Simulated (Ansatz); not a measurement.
AlCo (CsCl type)

```yaml
crystal:
  lattice:
    - [2.82274, 0.00000, 0.00000]
    - [0.00000, 2.82274, 0.00000]
    - [0.00000, 0.00000, 2.82274]
  atoms:
    - { symbol: Al, position: [0.00000, 0.00000, 0.00000] }
    - { symbol: Co, position: [0.50000, 0.50000, 0.50000] }
```

Two coordinates are scanned: the volume, and the ratio of the stretch along z (the conventional c axis) to the stretch across it. Atoms keep their fractional coordinates.

These are PBEsol (plane waves to 420 eV, PAW, scalar-relativistic; Ansatz, an electronic-structure program) values and carry that method's errors. k mesh 16×16×16 (Γ-centred), Fermi-Dirac smearing 0.05 eV. Stress and pressure are positive under compression. With partly filled bands, the response to shear is sensitive to the k mesh, so small differences along c/a are uncertain. AlCo is run without spin polarisation. AlCo was relaxed with its symmetry unable to fall.

At one point of the scan the stress tensor (GPa) is:

```
   -8.2      0.0      0.0
    0.0     -8.2      0.0
    0.0      0.0    -18.2
```

Question: Which point is it?
A) V/V₀ = 1.040, (c/a)/(c/a)₀ = 1.120
B) V/V₀ = 1.080, (c/a)/(c/a)₀ = 1.000
C) V/V₀ = 1.080, (c/a)/(c/a)₀ = 1.120
D) V/V₀ = 1.040, (c/a)/(c/a)₀ = 1.060

Answer: C, V/V₀ = 1.080, (c/a)/(c/a)₀ = 1.120

(A scan under strain: stresses follow from slopes of the energy per volume, elastic moduli from its curvatures.)
